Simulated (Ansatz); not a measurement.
Data:

ZrCuGe:
```
CELL_PARAMETERS angstrom
      6.56051     0.00000     0.00000
      0.00000     3.99495     0.00000
      0.00000     0.00000     7.38127
ATOMIC_POSITIONS crystal
  Zr 0.00912 0.25000 0.80363
  Zr 0.99088 0.75000 0.19637
  Zr 0.49088 0.75000 0.30363
  Zr 0.50912 0.25000 0.69637
  Cu 0.17223 0.25000 0.42204
  Cu 0.82777 0.75000 0.57796
  Cu 0.32777 0.75000 0.92204
  Cu 0.67223 0.25000 0.07796
  Ge 0.77842 0.25000 0.40069
  Ge 0.22158 0.75000 0.59931
  Ge 0.72158 0.75000 0.90069
  Ge 0.27842 0.25000 0.09931
```

This is the r²SCAN-relaxed structure.

Problem. All from plane-wave PAW r²SCAN (Ansatz code), unless another level is named. Predict the electronic character.

Solution. metallic (no gap).

Problem. Give the density of states at the Fermi level.

Solution. 0.41 states/eV per atom (mean over ±0.08 eV).

Problem. Next, the formation energy from the elements (no fitted shifts)?

Solution. -0.64 eV/atom.

Space group Pnma. The first step of the workflow began from a Materials Project structure, measured or hypothetical; the Crystallography Open Database copy checked does not list it. Whether it is the stable phase at ambient conditions was not checked. The cell was relaxed with r²SCAN under the symmetry of its start; whether a distortion lowers the energy is not shown. No spin polarisation was allowed. The references are the lowest solids computed at this level, not always the standard phases. Scalar-relativistic: spin–orbit coupling is off unless named, which matters more the heavier the elements.

Potentials: the earlier of the program's two PAW sets.
